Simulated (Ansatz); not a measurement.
Ta2C (P4/nmm), relaxed with PBE (Ansatz, a program for electronic structure, plane waves, PAW): a = 3.5241 Å, b = 3.5241 Å, c = 6.5199 Å, α = 90.00°, β = 90.00°, γ = 90.00°.

- ΔH_f (eV/atom) = 0.38

Problem. The same phase is relaxed and computed with r²SCAN in the same code. What are the cell and these values now?

Solution. a = b = 3.502 Å, c = 6.510 Å, α = β = γ = 90.00°.

ΔH_f (eV/atom): 0.33

Constructed cells (a structure type filled with these elements, in neither database checked): Ta2C, P4/nmm (Ta on 2a, Ta on 2c, C on 2c). All cells were relaxed under the symmetry of their starts (and spin orders); stability against distortions was not tested throughout. Rows with no word on spin ran without spin polarisation. Scalar-relativistic: spin–orbit coupling is off unless named, which matters more the heavier the elements.

Potentials: the earlier of the program's two PAW sets.

Ansatz is a plane-wave DFT program.

Formation energies count from the lowest solids of the elements computed at the same level, not from gases.
